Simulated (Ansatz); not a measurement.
Al₃B₂W: rattling a relaxed structure

The structure comes from a generated guess, relaxed at this level; another structure or a mixture of phases may lie lower.

Method: Ansatz 0.2.0, DFT PBE, scalar-relativistic, plane waves, PAW. Settings: cutoff 420 eV, Γ-centred mesh 10×10×6 on the computed 6-atom cell, Gaussian smearing of 0.10 eV; no spin polarisation.

The cell below (6 atoms, space group Cm (No. 8)) is relaxed within its symmetry.

```
Al B W
1.0
     4.63931   -1.61837   -0.00087
     4.63931    1.61837   -0.00087
    -3.97381    0.00000    4.83648
Al B W
3 2 1
Cartesian
  2.0309 0.0000 4.1008
  3.3139 0.0000 0.7479
  -0.6790 0.0000 2.8537
  4.8384 0.0000 4.0720
  0.4127 0.0000 0.7307
  5.9974 0.0000 1.9990
```

For the test a repeat of it with 12 atoms (edges 3.24, 4.91, 9.76 Å) was strained at random (σ = 1.5 % a component), the atoms were moved at random (σ = 0.05 Å), and all was relaxed again on a coarse 8×8×2 mesh (in the run’s order of axes) with 0.20 eV smearing, with no symmetry imposed.

Spin–orbit coupling, which can matter for W, is left out. The cell is a metal run without spin; a magnetic state may lie lower.

Question: Is the structure stable against such a distortion?

Answer: It returns, within 1 meV/atom of the unmoved cell on that mesh and with the same symmetry when read at 0.1 Å. No instability shows in this cell; modes of other wave vectors, which need another repeat, aren't tested.
